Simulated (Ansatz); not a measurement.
MoPt:
```
CELL_PARAMETERS angstrom
      3.15788     0.00000     0.00000
      0.00000     3.15788     0.00000
      0.00000     0.00000     3.15788
ATOMIC_POSITIONS crystal
  Pt 0.00000 0.00000 0.00000
  Mo 0.50000 0.50000 0.50000
```

Relaxed with r²SCAN.

Task: Map the electron localisation function on the plane through (0.000, 0.000, 0.000) spanned by u = [1, 0, 0] and v = [0, 1, 1] in lattice vectors, from the program Ansatz at the r²SCAN level (PAW).

Result: x is the fraction of u, y of v (the angle between them is 90°; rows are the nearest grid lines); atoms in the plane: Pt at (0.00, 0.00), Mo at (0.50, 0.50).
```
|88886311011368888|
|88875311111357888|
|88764211111246788|
|77542221112224577|
|44322221112222344|
|22223210001232222|
|22222111111122222|
|33211245654211233|
|32102589998520123|
|21004899999840012|
|21016996469961012|
|21016984148961012|
|21016996469961012|
|21004899999840012|
|32102589998520123|
|33211245654211233|
|22222111111122222|
|22223210001232222|
|44322221112222344|
|77542221112224577|
|88764211111246788|
|88875311111357888|
|88886311011368888|
```
Scale: ten equal steps from 0.155 (start of '0') to 0.750 (end of '9'), in the order '0123456789'; x runs from 0.000 to 1.00, y from 0.000 (bottom) to 1.00 (top).

The density is the valence pseudo-density with augmentation charge, so density and ELF within about 1 Å of a nucleus are not all-electron values.

Space group Pm-3m (CsCl type). The start of the workflow was typed in or built on a structure type; neither database checked (COD, Materials Project) lists it. Its standing as an ambient phase is unchecked. The r²SCAN relaxation kept the symmetry of its start. At this level the phase is mechanically unstable. No spin polarisation was allowed. Its formation energy is positive at this level, so the cell may be metastable or incomplete. Scalar-relativistic: spin–orbit coupling is off unless named, which matters more the heavier the elements.

Potentials: the later of the program's two PAW sets.
